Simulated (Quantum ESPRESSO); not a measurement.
## SiGa2MgN4 (a curve over one atom's position)

Computed values, not a measurement. The program is pw.x of Quantum ESPRESSO 7.5 (plane-wave density functional theory). The cell is made up: 8 atoms on a wurtzite lattice, with randomly drawn elements, strain and displacements, not relaxed. PseudoDojo standard norm-conserving files (v0.5 for PBE, v0.4.1 for LDA and PBEsol) set the functional; there is no spin polarisation, spin-orbit coupling or dispersion term, and the masses in the input are unused placeholders.

Seven runs move atom 3 (Ga, counted in the order of the input) along x and keep all else fixed.

Input of the run at -0.0033:

```
&control calculation='scf', pseudo_dir='./dojo.nc.sr.pbe.v0_5.standard.upf', outdir='./o', disk_io='medium', tprnfor=.true., tstress=.true. /
&system ibrav=0, nat=8, ntyp=4, nbnd=36, ecutwfc=84.00895049, nosym=.true., tot_charge=0,
 occupations='smearing', smearing='fd', degauss=0.0018374661
/
&electrons conv_thr=7.350e-09, electron_maxstep=60, /
ATOMIC_SPECIES
Ga 1.0 Ga.upf
Mg 1.0 Mg.upf
N 1.0 N.upf
Si 1.0 Si.upf
CELL_PARAMETERS angstrom
3.2349 -0.0469 -0.0019
-0.0812 5.5368 -0.0261
-0.0032 -0.0246 5.2885
ATOMIC_POSITIONS angstrom
Si -0.0443 -0.0636 0.0119
Ga 1.5537 2.744 -0.0483
Ga 1.5591 0.8317 2.6462
Mg -0.0455 3.7283 2.6692
N -0.0383 0.0109 1.9972
N 1.5551 2.7554 1.9622
N 1.6142 0.8888 4.6562
N 0.0197 3.6883 4.5873
K_POINTS automatic
5 4 4 1 1 1
```

| shift of atom 3 along x (Å) | free energy less that of the input shown (eV) | Fx on atom 3 (eV/Å) | Fy on atom 3 (eV/Å) | Fz on atom 3 (eV/Å) | pressure (GPa) | iterations |
| --- | --- | --- | --- | --- | --- | --- |
| -0.1229 | 0.1771 | 2.472 | 3.055 | -1.319 | -5.00 | 13 |
| -0.0919 | 0.1087 | 1.944 | 2.865 | -1.464 | -5.30 | 13 |
| -0.0791 | 0.0852 | 1.732 | 2.800 | -1.514 | -5.40 | 13 |
| -0.0618 | 0.0577 | 1.450 | 2.724 | -1.572 | -5.52 | 13 |
| -0.0033 | 0.0000 | 0.531 | 2.567 | -1.696 | -5.78 | 13 |
| +0.0880 | 0.0155 | -0.870 | 2.619 | -1.667 | -5.72 | 13 |
| +0.1111 | 0.0397 | -1.229 | 2.690 | -1.618 | -5.62 | 13 |

A cubic fit gives dFx/dx = -15.41 eV/Å² at zero shift. Across the table the free energy follows the integral of the force to within 0.1 meV. A rerun of one of the cells at 1437 eV and a 7 x 6 x 6 mesh moved values by no more than 0.004 eV in energy, 0.09 GPa in stress and 0.014 eV/Å in force.